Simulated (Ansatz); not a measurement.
# Harmonic thermodynamics of AlGa₂P₃

Computed with Ansatz, DFT PBE, scalar-relativistic, plane waves, PAW. Cutoff 420 eV, 12×12×4 k-points (Γ-centred), fixed occupations. No spin polarisation. Phonons by linear response, acoustic sum rule imposed.

The cell, relaxed at this level:
```cif
data_structure
_symmetry_space_group_name_H-M 'P 1'
_symmetry_Int_Tables_number 1
_cell_length_a 3.8944
_cell_length_b 3.8944
_cell_length_c 9.5374
_cell_angle_alpha 90.000
_cell_angle_beta 90.000
_cell_angle_gamma 120.000
_cell_volume 125.27
loop_
_atom_site_label
_atom_site_type_symbol
_atom_site_fract_x
_atom_site_fract_y
_atom_site_fract_z
_atom_site_occupancy
Al1 Al 0.00000 0.00000 0.99973 1
Ga1 Ga 0.33333 0.66667 0.66661 1
Ga2 Ga 0.66667 0.33333 0.33347 1
P1 P 0.33333 0.66667 0.91733 1
P2 P 0.66667 0.33333 0.58327 1
P3 P 0.00000 0.00000 0.24959 1
```

The structure comes from a generated guess, relaxed at this level; another structure or a mixture of phases may lie lower. The q mesh is coarse, so values between its points are rough. The run warned that its linear response isn't converged on this k mesh, so dielectric tensors, Born charges and infrared intensities are rough, and the frequencies may be too.

Force constants from linear response on a 2×2×1 q mesh, interpolated to a fine mesh.

Question: How much zero-point energy does an atom carry?

Answer: 47.9 meV.

Question: How large are the vibrational entropy and heat capacity at 300 K?

Answer: S = 3.05 k_B and C_V = 2.59 k_B per atom, 86 % of the Dulong–Petit value.

Question: Tabulate them against temperature.

Answer:
```csv
T (K),F_vib (meV/atom),S (k_B/atom),C_V (k_B/atom)
100,45.2,0.86,1.26
200,32.5,2.07,2.21
300,10.3,3.05,2.59
400,-19.4,3.82,2.76
500,-55.1,4.44,2.84
600,-95.8,4.97,2.89
700,-140.5,5.41,2.92
800,-188.9,5.80,2.93
900,-240.4,6.15,2.95
1000,-294.8,6.46,2.96
```
